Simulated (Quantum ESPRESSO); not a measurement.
# NbZr2O5F3: convergence and cost over cutoff and k mesh

Computed values, not a measurement. The program is pw.x of Quantum ESPRESSO 7.5 (plane-wave density functional theory). The cell is made up: 11 atoms on a fluorite lattice with one site empty, with randomly drawn elements, strain and displacements, not relaxed. PseudoDojo standard norm-conserving files (v0.5 for PBE, v0.4.1 for LDA and PBEsol) set the functional; there is no spin polarisation, spin-orbit coupling or dispersion term, and the masses in the input are unused placeholders. A spin-polarised start on this cell or one of its family kept no moment.

Input of the run in row 2:

```
&control calculation='scf', pseudo_dir='./dojo.nc.sr.pbe.v0_5.standard.upf', outdir='./o', disk_io='low', tprnfor=.true., tstress=.true. /
&system ibrav=0, nat=11, ntyp=4, nbnd=50, ecutwfc=84.00895049, nosym=.true., tot_charge=0,
 occupations='smearing', smearing='fd', degauss=0.0018374661
/
&electrons conv_thr=7.350e-09, electron_maxstep=60, /
ATOMIC_SPECIES
F 1.0 F.upf
Nb 1.0 Nb.upf
O 1.0 O.upf
Zr 1.0 Zr.upf
CELL_PARAMETERS angstrom
5.2035 -0.0493 0.0807
-0.0493 5.1629 -0.0059
0.0807 -0.0059 5.1415
ATOMIC_POSITIONS angstrom
Nb 0.0792 0.0054 0.0318
Zr -0.0009 2.5588 2.4311
Zr 2.6594 2.5233 0.0305
O 1.344 1.1742 1.3594
F 1.4968 1.2937 4.0319
O 1.2233 3.9451 1.4161
O 1.3343 3.8884 3.8458
O 3.7491 1.0156 1.4089
O 3.849 1.229 3.8557
F 3.8846 3.8853 1.4013
F 3.9017 3.7641 3.8984
K_POINTS automatic
4 4 4 1 1 1
```

The same cell was run at these settings. Meshes are shifted by half a step, and differences are from the last row, which is itself not exact.

```
cutoff (eV)     k mesh  k points solved  threshold (eV)  free energy less the last row's (eV)  pressure (GPa)  largest stress difference (GPa)  largest force difference (eV/Å)  iterations  wall time (s)  k-point pools                  processor
        800  2 x 2 x 2                4           1e-04                                 1.425          -29.37                            13.93                            0.143          14             16              4  Intel Xeon, 2023 or later
       1143  4 x 4 x 4               32           1e-07                                 0.001          -15.54                             0.05                            0.006          18            124              4  Intel Xeon, 2023 or later
       1467  6 x 6 x 6              108           1e-07                                 0.000          -15.51                             0.00                            0.000          19            718              4  Intel Xeon, 2023 or later
```

Each pool is one process. Wall times include start-up and a band step at six k points, which weighs most on the coarsest meshes. The runs were on shared virtual cores whose load varied, so times are rough.